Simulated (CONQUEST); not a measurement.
A self-consistent single point of Ti2Ag (I4/mmm, 6 atoms in the cell; from Materials Project mp-979115, lattice scaled a little).

```
CELL_PARAMETERS angstrom
      3.00159     0.00000     0.00000
      0.00000     3.00159     0.00000
      0.00000     0.00000    12.04976
ATOMIC_POSITIONS crystal
  Ti 0.00000 0.00000 0.32849
  Ti 0.50000 0.50000 0.17151
  Ti 0.50000 0.50000 0.82849
  Ti 0.00000 0.00000 0.67151
  Ag 0.00000 0.00000 0.00000
  Ag 0.50000 0.50000 0.50000
```

Level of theory: PBEsol, numerical atomic orbitals double-zeta with polarisation (the shipped basis), PseudoDojo norm-conserving potentials made for PBEsol run with CONQUEST 1.3.

CONQUEST settings:

- basis = DZP
- Diag.MPMeshX, Y, Z = 5 5 2
- potentials = PseudoDojo norm-conserving PBEsol
- Grid.GridCutoff = 140 Ha
- DM.SolutionMethod = diagon
- Diag.MPShiftX = 0.10000000
- Diag.MPShiftY = 0.10000000
- Diag.SmearingType = 1
- Diag.kT = 0.007350 Ha
- Diag.MPOrder = 0
- minE.SCTolerance = 1.0e-06
- SC.MaxIters = 100
- SC.LinearMixingFactor = 0.5
- SC.KerkerPreCondition = true
- SC.KerkerFactor = 0.3 1/bohr
- AtomMove.TypeOfRun = static

Results:

| Quantity | Value |
|---|---|
| Number of valence electrons | 86 |
| Number of bands | 114 |
| Number of k-points after the program's reduction | 34 |
| Size of the basis | 114 |
| Number of SCF iterations | 12 |
| FFT grid | 32 × 32 × 128 |
| Free energy E − TS | -14883.8366 eV |
| Fermi level (on the code's own zero) | -6.41 eV |
| Pressure | -7.93 GPa |

Stress (GPa, positive for compression):
```
-7.79   0.00   0.00
 0.00  -7.79   0.00
 0.00   0.00  -8.21
```

The program uses no crystal symmetry, so grid and mesh can part values that symmetry would make equal. The atom-centred basis is finite, which shifts total energies and pressures against plane waves. The structure comes from a collection of computed structures, made at another level of theory; the collection holds predicted forms beside known ones. Its lattice was then scaled. No clean gap shows at this smearing width and mesh (spacing up to 0.42 Å⁻¹); the mesh is coarse for partly filled bands, so the values carry mesh errors.

Cost on one core: very roughly 2.9 core-minutes.
